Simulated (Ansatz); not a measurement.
Given:

Relaxed TiB2 (AlB2 type, space group P6/mmm):

```
CELL_PARAMETERS angstrom
      3.03184     0.00000     0.00000
     -1.51592     2.62565     0.00000
      0.00000     0.00000     3.22428
ATOMIC_POSITIONS crystal
  Ti 0.00000 0.00000 0.00000
  B  0.33333 0.66667 0.50000
  B  0.66667 0.33333 0.50000
```

A phonon eigenvector at Γ is frozen into this cell: atom i moves by Q times the vector below, so Q is the largest atomic displacement, in Å. The cell is held. It is one choice among 2 degenerate patterns.

| atom | x | y | z |
|---|---|---|---|
| Ti1 | 0.000 | -0.452 | 0.000 |
| B2 | 0.000 | 1.000 | 0.000 |
| B3 | 0.000 | 1.000 | 0.000 |

All values below come from PBE (plane waves to 420 eV, PAW, scalar-relativistic; Ansatz, an electronic-structure program). k mesh 18×18×14 (Γ-centred), Fermi-Dirac smearing 0.05 eV. The energy includes the smearing's −TS. With partly filled bands, energies and forces of such displacements shift with the k mesh and the smearing. The PAW data are Ansatz's earlier set. TiB2 is run without spin polarisation. TiB2 was relaxed with its symmetry unable to fall. ΔE is measured from the undisplaced structure.

The scan covers Q from -0.180 to 0.180 Å in 13 points.

### Question
Which space group does the distorted structure have?

### Answer
Amm2 (No. 38), lowered from P6/mmm.

### Question
Is this a single well or a double well?

### Answer
A single well with its minimum at or next to zero displacement.

### Question
Is the energy the same for equal positive and negative displacements?

### Answer
Even: the same for both signs.

### Question
What is the energy change at Q = 0.180 Å?

### Answer
481 meV/cell.

### Question
What harmonic wavenumber does the curvature at Q = 0 give?

### Answer
510 cm⁻¹.

(A displaced cell: forces are minus the slopes of the energy, force constants its curvatures, and phonons follow from these.)
